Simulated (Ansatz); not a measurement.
# LiFeAsHO5, one structure, two calculations

Cell: a refined structure from the COD, ions relaxed with PBE at fixed cell.

```cif
data_structure
_symmetry_space_group_name_H-M 'P 1'
_symmetry_Int_Tables_number 1
_cell_length_a 5.2652
_cell_length_b 5.4841
_cell_length_c 7.3932
_cell_angle_alpha 110.669
_cell_angle_beta 105.318
_cell_angle_gamma 98.160
_cell_volume 185.98
loop_
_atom_site_label
_atom_site_type_symbol
_atom_site_fract_x
_atom_site_fract_y
_atom_site_fract_z
_atom_site_occupancy
Li1 Li 0.56390 0.44671 0.81682 1
Li2 Li 0.43610 0.55329 0.18318 1
Fe3 Fe 0.50000 0.00000 0.00000 1
Fe4 Fe 0.00000 0.50000 0.50000 1
H5 H 0.49162 0.73166 0.64405 1
H6 H 0.50838 0.26834 0.35595 1
As7 As 0.94994 0.13670 0.76679 1
As8 As 0.05006 0.86330 0.23321 1
O9 O 0.29551 0.24094 0.88630 1
O10 O 0.70449 0.75906 0.11370 1
O11 O 0.83546 0.35761 0.67032 1
O12 O 0.16454 0.64239 0.32968 1
O13 O 0.80520 0.17318 0.95272 1
O14 O 0.19480 0.82682 0.04728 1
O15 O 0.37616 0.68943 0.72021 1
O16 O 0.62384 0.31057 0.27979 1
O17 O 0.82948 0.81556 0.58160 1
O18 O 0.17052 0.18444 0.41840 1
```

Atom numbers follow the list; atoms alike are taken as one site, whose name carries the number of the first.

First run. Computed with Ansatz: DFT, PBE, plane waves and PAW, scalar-relativistic, collinear spin, 420 eV cutoff, Γ-centred 4×4×3 k-points, Fermi–Dirac smearing 0.02 eV. Start moments as typed (μB): 5 on each Fe, none on the rest. The program fits them to the shells of the files, so those used differ somewhat.

| site | atom | V_zz (10²¹ V/m²) | η | m (μB) |
| --- | --- | --- | --- | --- |
| Li | 1 | 0.095 | 0.79 | 0.00 |
| Fe3 | 3 | -4.14 | 0.69 | 3.66 |
| Fe4 | 4 | -2.27 | 0.76 | -3.76 |
| H | 5 | 3.51 | 0.06 | 0.00 |
| As | 7 | 2.13 | 0.65 | 0.00 |
| O9 | 9 | 12.61 | 0.29 | 0.08 |
| O11 | 11 | 12.48 | 0.41 | -0.08 |
| O13 | 13 | 12.68 | 0.07 | 0.10 |
| O15 | 15 | 8.58 | 0.87 | 0.00 |
| O17 | 17 | 13.16 | 0.23 | -0.08 |

Second run. The same atoms and settings, except that the start moments (μB) are 0 0 5 -5 0 0 0 0 0 0 0 0 0 0 0 0 0 0 by atom.

(1) What does the second run give?

Results:

(1) 

```json
{"site": "Li", "atom": "1", "V_zz": "0.095", "η": "0.79", "change of V_zz": "0.00", "m (μB)": "0.00"}
{"site": "Fe3", "atom": "3", "V_zz": "-4.14", "η": "0.69", "change of V_zz": "0.00", "m (μB)": "3.66"}
{"site": "Fe4", "atom": "4", "V_zz": "-2.27", "η": "0.76", "change of V_zz": "0.00", "m (μB)": "-3.76"}
{"site": "H", "atom": "5", "V_zz": "3.51", "η": "0.06", "change of V_zz": "0.00", "m (μB)": "0.00"}
{"site": "As", "atom": "7", "V_zz": "2.13", "η": "0.65", "change of V_zz": "0.00", "m (μB)": "0.00"}
{"site": "O9", "atom": "9", "V_zz": "12.61", "η": "0.29", "change of V_zz": "0.00", "m (μB)": "0.08"}
{"site": "O11", "atom": "11", "V_zz": "12.48", "η": "0.41", "change of V_zz": "0.00", "m (μB)": "-0.08"}
{"site": "O13", "atom": "13", "V_zz": "12.68", "η": "0.07", "change of V_zz": "0.00", "m (μB)": "0.10"}
{"site": "O15", "atom": "15", "V_zz": "8.58", "η": "0.87", "change of V_zz": "0.00", "m (μB)": "0.00"}
{"site": "O17", "atom": "17", "V_zz": "13.16", "η": "0.23", "change of V_zz": "0.00", "m (μB)": "-0.08"}
```

No V_zz moves by more than 0.01. Isomer shifts (Fe against α-Fe, from the density at the nucleus and a line fitted to measured compounds for each functional; the lines scatter by about 0.1 mm/s, so smaller changes between functionals mean little): Fe3 0.55 → 0.55 mm/s; Fe4 0.59 → 0.59 mm/s.

At this cell the principal stresses reach 5 GPa in size with PBE, which can matter for small gradients. With these PAW files V_zz is typically within 2 to 3 % of all-electron values, but misses above 10 % occur on Fe, Li. The entry's hydrogen positions were far off; the other atoms hardly move on relaxation. With a gap of 0.6 eV on this mesh, small gradients can still move by 0.1 × 10²¹ V/m² or more as the k-mesh gets denser. The magnetic order is the one that the run reached from its start moments, not necessarily the measured one.
For the first run: The moments were started parallel, and the run ended with some of them reversed.
